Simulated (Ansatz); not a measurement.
## Does relaxation matter for the field gradients of GeS with Te replacing S?

Start: a supercell of GeS (space group Pnma) built from a COD entry, with all atoms left at the host's positions.

Space group Pm (No. 6); a = 8.5980, b = 10.9380, c = 10.4810 Å.

| site | Wyckoff | site symmetry | x | y | z |
| --- | --- | --- | --- | --- | --- |
| Ge1 | 1b | m | 0.0639 | 0.5000 | 0.1221 |
| Ge2 | 1b | m | 0.5638 | 0.5000 | 0.1221 |
| Ge3 | 2c | 1 | 0.0639 | 0.1667 | 0.1221 |
| Ge4 | 2c | 1 | 0.5638 | 0.1667 | 0.1221 |
| Ge7 | 2c | 1 | 0.3139 | 0.3333 | 0.3779 |
| Ge8 | 2c | 1 | 0.8138 | 0.3333 | 0.3779 |
| Ge9 | 1a | m | 0.3139 | 0.0000 | 0.3779 |
| Ge10 | 1a | m | 0.8138 | 0.0000 | 0.3779 |
| Ge13 | 1b | m | 0.1862 | 0.5000 | 0.6221 |
| Ge14 | 1b | m | 0.6862 | 0.5000 | 0.6221 |
| Ge15 | 2c | 1 | 0.1862 | 0.1667 | 0.6221 |
| Ge16 | 2c | 1 | 0.6862 | 0.1667 | 0.6221 |
| Ge19 | 2c | 1 | 0.4361 | 0.3333 | 0.8779 |
| Ge20 | 2c | 1 | 0.9362 | 0.3333 | 0.8779 |
| Ge21 | 1a | m | 0.4361 | 0.0000 | 0.8779 |
| Ge22 | 1a | m | 0.9362 | 0.0000 | 0.8779 |
| Te | 1b | m | 0.2511 | 0.5000 | 0.8495 |
| S26 | 1b | m | 0.7511 | 0.5000 | 0.8495 |
| S27 | 2c | 1 | 0.2511 | 0.1667 | 0.8495 |
| S28 | 2c | 1 | 0.7511 | 0.1667 | 0.8495 |
| S31 | 2c | 1 | 0.0011 | 0.3333 | 0.6505 |
| S32 | 2c | 1 | 0.5011 | 0.3333 | 0.6505 |
| S33 | 1a | m | 0.0011 | 0.0000 | 0.6505 |
| S34 | 1a | m | 0.5011 | 0.0000 | 0.6505 |
| S37 | 1b | m | 0.4989 | 0.5000 | 0.3495 |
| S38 | 1b | m | 0.9989 | 0.5000 | 0.3495 |
| S39 | 2c | 1 | 0.4989 | 0.1667 | 0.3495 |
| S40 | 2c | 1 | 0.9989 | 0.1667 | 0.3495 |
| S43 | 2c | 1 | 0.2488 | 0.3333 | 0.1505 |
| S44 | 2c | 1 | 0.7489 | 0.3333 | 0.1505 |
| S45 | 1a | m | 0.2488 | 0.0000 | 0.1505 |
| S46 | 1a | m | 0.7489 | 0.0000 | 0.1505 |

One atom of each set is listed; the run and its k-mesh use a cell of 48 atoms with edges of 10.48, 10.94, 8.60 Å.

The numbers come from a DFT calculation in Ansatz (PBE, plane waves and PAW, scalar-relativistic, 420 eV cutoff, Γ-centred 2×2×2 k-points, Fermi–Dirac smearing 0.01 eV).

The largest force at the start is 3.6 eV/Å. Relaxing the ions at fixed cell moves them by 0.235 Å at most (atom 13, Ge) and 0.073 Å rms.

| site | moved (Å) | first shell before | first shell after | V_zz before (10²¹ V/m²) | η before |
| --- | --- | --- | --- | --- | --- |
| Ge1 | 0.043 | 3 S at 2.44–2.45 Å, 1 Te at 3.28 Å; also 2 S at 3.28 Å, 4 Ge at 3.33–3.65 Å | 3 S at 2.45–2.47 Å, 1 Te at 3.17 Å; also 2 S at 3.27 Å, 2 Ge at 3.40 Å | -7.55 | 0.25 |
| Ge7 | 0.049 | 3 S at 2.44–2.45 Å | 3 S at 2.44–2.45 Å | -7.55 | 0.39 |
| Ge13 | 0.235 | 2 S at 2.44 Å, 1 Te at 2.45 Å | 2 S at 2.45 Å, 1 Te at 2.77 Å; also 1 S at 3.01 Å | -11.73 | 0.20 |
| Ge19 | 0.229 | 2 S at 2.44–2.45 Å, 1 Te at 2.44 Å | 2 S at 2.44 Å, 1 Te at 2.71 Å; also 2 S at 3.06–3.23 Å | -11.44 | 0.61 |
| Te | 0.151 | 3 Ge at 2.44–2.45 Å | 6 Ge at 2.71–3.23 Å | -15.92 | 0.04 |
| S27 | 0.021 | 3 Ge at 2.44–2.45 Å | 3 Ge at 2.42–2.47 Å | -5.80 | 0.15 |
| S31 | 0.105 | 3 Ge at 2.44–2.45 Å | 3 Ge at 2.45–2.46 Å | -5.76 | 0.09 |
| S34 | 0.057 | 3 Ge at 2.44–2.45 Å | 3 Ge at 2.45–2.46 Å | -5.62 | 0.01 |
| S38 | 0.068 | 3 Ge at 2.44–2.45 Å | 3 Ge at 2.45–2.47 Å; also 1 Ge at 3.01 Å | -5.86 | 0.01 |
| S43 | 0.056 | 3 Ge at 2.44–2.45 Å | 3 Ge at 2.44–2.45 Å | -5.55 | 0.04 |

Question: How do the gradients change?

Answer: 

```
site  V_zz after  η after  change of V_zz
 Ge1       -6.54     0.20           +1.01
 Ge7       -7.92     0.27           -0.37
Ge13       -6.27     0.13           +5.46
Ge19       -6.89     0.63           +4.55
  Te      -11.59     0.54           +4.33
 S27       -5.08     0.43           +0.72
 S31       -5.27     0.08           +0.49
 S34       -4.81     0.17           +0.81
 S38       -4.59     0.12           +1.27
 S43       -5.83     0.08           -0.28
```

The largest change of V_zz is on Ge13, from -11.73 to -6.27. The whole tensor moves most on Te, by 9.19 along its most changed direction. In per cent, |V_zz| changes by -47 to +5 on Ge, -27 on Te, -22 to +5 on S (all sites that start above 0.5). Where |V_zz| stays above 0.1 and the axes keep their order, η moves most on Te, from 0.04 to 0.54. On Ge13, S27 V_xx and V_yy change places (or their axes turn by over 50°), so the two values of η hide a larger change. The table leaves out 22 of the 32 sites, with |V_zz| up to 7.97; their tensors move by 1.16 at most along any direction. The statements above cover all sites. The host's own positions weren't relaxed first, so part of the change far from the defect can be the host's relaxation.

The defect repeats with the cell of 48 atoms, so it feels its images: sites between two images don't show the values beside a lone defect, and zeros or small values of η there can come from the images' arrangement. Ge and S carry a gradient in the pure host already, so the values there aren't the defect's effect alone. Without spin–orbit coupling the gradients at and beside Te can be off by some per cent, at some sites by more.
Before: The neighbours have not yet relaxed around the defect (largest force 3.6 eV/Å), so the values at and beside it are those of a strained start, not of the defect in a real crystal.
After: The relaxation keeps the site symmetry m of the start, so the impurity can move only within its mirror plane; a start off the site could end lower.
